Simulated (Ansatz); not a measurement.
# Sr2ScBe6Zn: relaxation (Ansatz)

Launch command:

```bash
ansatz run input.yaml --threads 2 --pin off --max-ram 2560MiB --backend cpu --events-out ev --progress --plain --runs-dir out
```

Input:

```yaml
crystal:
  lattice:
    - [0.0, 4.021148, 4.021148]
    - [4.021148, 0.0, 4.021148]
    - [4.021148, 4.021148, 0.0]
  atoms:
    - { symbol: Zn, position: [0.5, 0.5, 0.5] }
    - { symbol: Sc, position: [0.0, 0.0, 0.0] }
    - { symbol: Be, position: [0.725, 0.275, 0.275] }
    - { symbol: Be, position: [0.275, 0.725, 0.275] }
    - { symbol: Be, position: [0.275, 0.725, 0.725] }
    - { symbol: Be, position: [0.725, 0.275, 0.725] }
    - { symbol: Be, position: [0.275, 0.275, 0.725] }
    - { symbol: Be, position: [0.725, 0.725, 0.275] }
    - { symbol: Sr, position: [0.25, 0.25, 0.25] }
    - { symbol: Sr, position: [0.75, 0.75, 0.75] }
  symmetry: { tolerance: 0.0003 }
kpoints:
  mp_grid: { grid: [7, 7, 7], shift: [0, 0, 0] }
magnetization:
  spin_polarized: false
scf:
  occupations: { method: fermi_dirac, width: 0.032 }
  lower_state_search: "off"
hamiltonian:
  pseudopotentials: { kind: paw }
  xc: r2scan
basis:
  ecutwfc: 500
  fft_grid_basis: typed
relax:
  max_steps: 60
  cell: { p_target: 0.0 }
  f_tol: 0.03
output:
  forces: true
  stress: true
  eigenvalues: true
  bader: true
  populations: true
  elf: true
  write_potential: true
  volumetric_format: npy
  dos:
    e_range: [-12, 8]
    de: 0.05
    projected: { site_lists: { Be: [Be], Sc: [Sc], Sr: [Sr], Zn: [Zn] } }
  write_density: true
checkpoint:
  read: saved_state
```

Origin of the cell: a known structure type with other elements, at an estimated volume, so it need not be a known compound.

The saved state is a converged single point of the same cell.

Steps («new basis» is an SCF on plane waves selected anew at the same cell):

| step | ΔF (meV/atom) | max force component (eV/Å) | P (GPa) | volume (Å³) | SCF iterations | step was |
| --- | --- | --- | --- | --- | --- | --- |
| 1 | 0.0 | 2.018 | 51.46 | 130.04 | 6 | accepted |
| 2 | -484.8 | 1.335 | 28.76 | 150.46 | 8 | accepted |
| 3 | -767.0 | 0.642 | 13.52 | 172.44 | 9 | accepted |
| 4 | -892.3 | 0.206 | 3.82 | 196.75 | 9 | accepted |
| 5 | -908.5 | 0.064 | 0.79 | 208.27 | 8 | accepted |
| 6 | -909.3 | 0.047 | -0.03 | 211.62 | 7 | accepted |
| 7 | -909.4 | 0.001 | 0.00 | 211.65 | 7 | accepted |
| 8 | -911.7 | 0.002 | 0.08 | 211.65 | 9 | new basis |
| 9 | -911.8 | 0.000 | 0.00 | 212.07 | 7 | accepted |
| 10 | -911.8 | 0.000 | 0.00 | 212.07 | 6 | new basis |

Step 1, with forces in eV/Å:

```xyz
10
Lattice="0.000 4.021 4.021 4.021 0.000 4.021 4.021 4.021 0.000" Properties=species:S:1:pos:R:3:forces:R:3 pbc="T T T" step=1
Zn    4.021    4.021    4.021    0.000    0.000    0.000
Sc    0.000    0.000    0.000    0.000    0.000    0.000
Be    2.212    4.021    4.021   -2.018    0.000    0.000
Be    4.021    2.212    4.021    0.000   -2.018    0.000
Be    5.831    4.021    4.021    2.018    0.000    0.000
Be    4.021    5.831    4.021    0.000    2.018    0.000
Be    4.021    4.021    2.212    0.000    0.000   -2.018
Be    4.021    4.021    5.831    0.000    0.000    2.018
Sr    2.011    2.011    2.011    0.000    0.000    0.000
Sr    6.032    6.032    6.032    0.000    0.000    0.000
```

Step 2, with forces in eV/Å:

```xyz
10
Lattice="0.000 4.221 4.221 4.221 0.000 4.221 4.221 4.221 0.000" Properties=species:S:1:pos:R:3:forces:R:3 pbc="T T T" step=2
Zn    4.221    4.221    4.221    0.000    0.000    0.000
Sc    0.000    0.000    0.000    0.000    0.000    0.000
Be    2.338    4.221    4.221   -1.335    0.000    0.000
Be    4.221    2.338    4.221    0.000   -1.335    0.000
Be    6.105    4.221    4.221    1.335    0.000    0.000
Be    4.221    6.105    4.221    0.000    1.335    0.000
Be    4.221    4.221    2.338    0.000    0.000   -1.335
Be    4.221    4.221    6.105    0.000    0.000    1.335
Sr    2.111    2.111    2.111    0.000    0.000    0.000
Sr    6.332    6.332    6.332    0.000    0.000    0.000
```

Step 3, with forces in eV/Å:

```xyz
10
Lattice="0.000 4.418 4.418 4.418 0.000 4.418 4.418 4.418 0.000" Properties=species:S:1:pos:R:3:forces:R:3 pbc="T T T" step=3
Zn    4.418    4.418    4.418    0.000    0.000    0.000
Sc    0.000    0.000    0.000    0.000    0.000    0.000
Be    2.443    4.418    4.418   -0.642    0.000    0.000
Be    4.418    2.443    4.418    0.000   -0.642    0.000
Be    6.393    4.418    4.418    0.642    0.000    0.000
Be    4.418    6.393    4.418    0.000    0.642    0.000
Be    4.418    4.418    2.443    0.000    0.000   -0.642
Be    4.418    4.418    6.393    0.000    0.000    0.642
Sr    2.209    2.209    2.209    0.000    0.000    0.000
Sr    6.627    6.627    6.627    0.000    0.000    0.000
```

Step 4, with forces in eV/Å:

```xyz
10
Lattice="0.000 4.616 4.616 4.616 0.000 4.616 4.616 4.616 0.000" Properties=species:S:1:pos:R:3:forces:R:3 pbc="T T T" step=4
Zn    4.616    4.616    4.616    0.000    0.000    0.000
Sc    0.000    0.000    0.000    0.000    0.000    0.000
Be    2.550    4.616    4.616   -0.206    0.000    0.000
Be    4.616    2.550    4.616    0.000   -0.206    0.000
Be    6.683    4.616    4.616    0.206    0.000    0.000
Be    4.616    6.683    4.616    0.000    0.206    0.000
Be    4.616    4.616    2.550    0.000    0.000   -0.206
Be    4.616    4.616    6.683    0.000    0.000    0.206
Sr    2.308    2.308    2.308    0.000    0.000    0.000
Sr    6.924    6.924    6.924    0.000    0.000    0.000
```

Step 5, with forces in eV/Å:

```xyz
10
Lattice="0.000 4.705 4.705 4.705 0.000 4.705 4.705 4.705 0.000" Properties=species:S:1:pos:R:3:forces:R:3 pbc="T T T" step=5
Zn    4.705    4.705    4.705    0.000    0.000    0.000
Sc    0.000    0.000    0.000    0.000    0.000    0.000
Be    2.596    4.705    4.705   -0.064    0.000    0.000
Be    4.705    2.596    4.705    0.000   -0.064    0.000
Be    6.814    4.705    4.705    0.064    0.000    0.000
Be    4.705    6.814    4.705    0.000    0.064    0.000
Be    4.705    4.705    2.596    0.000    0.000   -0.064
Be    4.705    4.705    6.814    0.000    0.000    0.064
Sr    2.352    2.352    2.352    0.000    0.000    0.000
Sr    7.057    7.057    7.057    0.000    0.000    0.000
```

Step 6, with forces in eV/Å:

```xyz
10
Lattice="0.000 4.730 4.730 4.730 0.000 4.730 4.730 4.730 0.000" Properties=species:S:1:pos:R:3:forces:R:3 pbc="T T T" step=6
Zn    4.730    4.730    4.730    0.000    0.000    0.000
Sc    0.000    0.000    0.000    0.000    0.000    0.000
Be    2.599    4.730    4.730    0.047    0.000    0.000
Be    4.730    2.599    4.730    0.000    0.047    0.000
Be    6.861    4.730    4.730   -0.047    0.000    0.000
Be    4.730    6.861    4.730    0.000   -0.047    0.000
Be    4.730    4.730    2.599    0.000    0.000    0.047
Be    4.730    4.730    6.861    0.000    0.000   -0.047
Sr    2.365    2.365    2.365    0.000    0.000    0.000
Sr    7.095    7.095    7.095    0.000    0.000    0.000
```

Step 10, with forces in eV/Å:

```xyz
10
Lattice="0.000 4.733 4.733 4.733 0.000 4.733 4.733 4.733 0.000" Properties=species:S:1:pos:R:3:forces:R:3 pbc="T T T" step=10
Zn    4.733    4.733    4.733    0.000    0.000    0.000
Sc    0.000    0.000    0.000    0.000    0.000    0.000
Be    2.607    4.733    4.733    0.000    0.000    0.000
Be    4.733    2.607    4.733    0.000    0.000    0.000
Be    6.859    4.733    4.733    0.000    0.000    0.000
Be    4.733    6.859    4.733    0.000    0.000    0.000
Be    4.733    4.733    2.607    0.000    0.000    0.000
Be    4.733    4.733    6.859    0.000    0.000    0.000
Sr    2.367    2.367    2.367    0.000    0.000    0.000
Sr    7.100    7.100    7.100    0.000    0.000    0.000
```

| Property | Result |
| --- | --- |
| Free energy lowered by | 911.8 meV/atom |
| Volume change | 63.08 % |
| Final pressure | 0.00 GPa |
| Relaxation steps listed | 10 |
| Gap on the mesh | none (metal) |

Caveats: no moments, though an odd count or open d shells may carry them; the relaxation held the start's symmetry, so the end may be a saddle point.

Time: 130 s of wall time on 2 CPU thread(s) of a shared host, from a saved density.
